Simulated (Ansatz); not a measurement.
CoBi3 in space group Pnma (No. 62; Co on 4c, Bi on 4c, Bi on 4c, Bi on 4c) at seven volumes, plane-wave PAW PBEsol (Ansatz code), shape and atoms relaxed at each. One row is withheld.

| V (Å³/atom) | P (GPa) |
|---|---|
| 22.937 | 6.21 |
| 23.693 | 3.63 |
| 24.449 | 1.58 |
| 25.205 | 0.00 |
| 25.961 | -1.15 |
| 26.717 | -1.97 |
| 27.474 | ? |

**Question.** Fit the shown pressures and predict the withheld one.

**Answer.** Third-order Birch–Murnaghan: P = (3/2)B₀(x^(7/2) − x^(5/2))[1 + (3/4)(B′ − 4)(x − 1)] with x = (V₀/V)^(2/3). Least squares on the six rows gives V₀ = 25.220 Å³/atom, B₀ = 44.40 GPa, B′ = 8.54. At V = 27.474, x = 0.9445 and P = -2.60 GPa. The run itself gave -2.45 GPa.

The first step of the workflow began from a Materials Project structure, measured or hypothetical; the Crystallography Open Database copy checked does not list it. Whether it is the stable phase at ambient conditions was not checked. Symmetry was held in the PBEsol relaxation; whether a distortion lowers the energy is not shown. The run is not spin-polarised. Spin–orbit coupling is left out wherever it is not named.

Potentials: the later of the program's two PAW sets.
